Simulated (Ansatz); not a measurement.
Relaxed candidate structures of SnSe:

A. Pnma (No. 62), oP8; a = 11.5358 Å, b = 4.1209 Å, c = 4.5782 Å, α = 90.00°, β = 90.00°, γ = 90.00°; Sn 4c (0.118, 0.250, 0.116); Se 4c (0.354, 0.250, 0.015)

B. P4/nmm, origin choice 1 (No. 129), tP4; a = 5.0864 Å, b = 5.0864 Å, c = 4.3057 Å, α = 90.00°, β = 90.00°, γ = 90.00°; Sn 2c (0.000, 0.500, 0.298); Se 2a (0.000, 0.000, 0.000)

Task: Put the candidates in order of energy per atom, lowest first, for r2SCAN+rVV10 (plane waves to 500 eV, PAW, scalar-relativistic; Ansatz, a program for electronic structure).

Result: A (reference, the lowest of the structures calculated here), B (+162 meV/atom)

Task: Give each candidate's band gap.

Result: No candidate is metallic. A: 0.89 eV (no spin-orbit coupling); B: 0.27 eV (no spin-orbit coupling).

Each run could gain symmetry but not lose that of its start, so entries can be saddle points. From databases, or of a type measured for this composition: Pnma, oP8; the others are generated cells (placed on structure types, drawn at random, substituted or restacked) that were not matched to a known phase here. Static energies at zero pressure. The runs use different k-meshes, so differences are rounded accordingly. No spin polarisation in the result.
